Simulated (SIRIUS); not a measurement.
A self-consistent single point of Cu (Fm-3m, 1 atom in the cell; from Materials Project mp-30, changed as shown).

```xyz
1
Lattice="0.0000 1.7827 1.7827 1.7827 0.0000 1.7827 1.7827 1.7827 0.0000" Properties=species:S:1:pos:R:3 pbc="T T T"
Cu     0.0000     0.0000     0.0000
```

All values come from this method and carry its errors: PBE, GBRV PBE ultrasoft pseudopotentials (plane waves; SIRIUS).

SIRIUS settings:

| key | value |
|---|---|
| parameters.ngridk | 16 16 16 |
| parameters.xc_functionals | [XC_GGA_X_PBE, XC_GGA_C_PBE] |
| parameters.gk_cutoff | 6.325 1/bohr |
| parameters.pw_cutoff | 14.143 1/bohr |
| parameters.smearing | fermi_dirac |
| parameters.smearing_width | 0.00183747 Ha |
| potentials | GBRV PBE ultrasoft pseudopotentials |
| parameters.electronic_structure_method | pseudopotential |
| parameters.num_bands | 14 |
| parameters.num_mag_dims | 0 |
| parameters.num_dft_iter | 100 |
| parameters.energy_tol | 1e-07 Ha |
| parameters.density_tol | 1e-06 |
| mixer.type | anderson |
| mixer.beta | 0.5 |
| mixer.use_hartree | true |

Results:

Number of valence electrons: 19
Number of bands: 14
Number of k-points after the program's reduction: 145
Number of plane waves (most at a k-point): 342
Number of SCF iterations: 20
FFT grid: 24 × 24 × 24
Free energy E − TS: -5493.6875 eV
Fermi level (on the code's own zero): 16.95 eV
Pressure: 8.96 GPa

Stress (GPa, positive for compression):
```
8.96  0.00  0.00
0.00  8.96  0.00
0.00  0.00  8.96
```

For comparison: a first run was changed to give this one (volume scaled by 0.99), and from it to this one the free energy goes up by 6.0 meV/atom and the pressure goes from 7.12 to 8.96 GPa.

The structure comes from a collection of computed structures, made at another level of theory; the collection holds predicted forms beside known ones.

Cost on one core: very roughly 26 core-seconds.
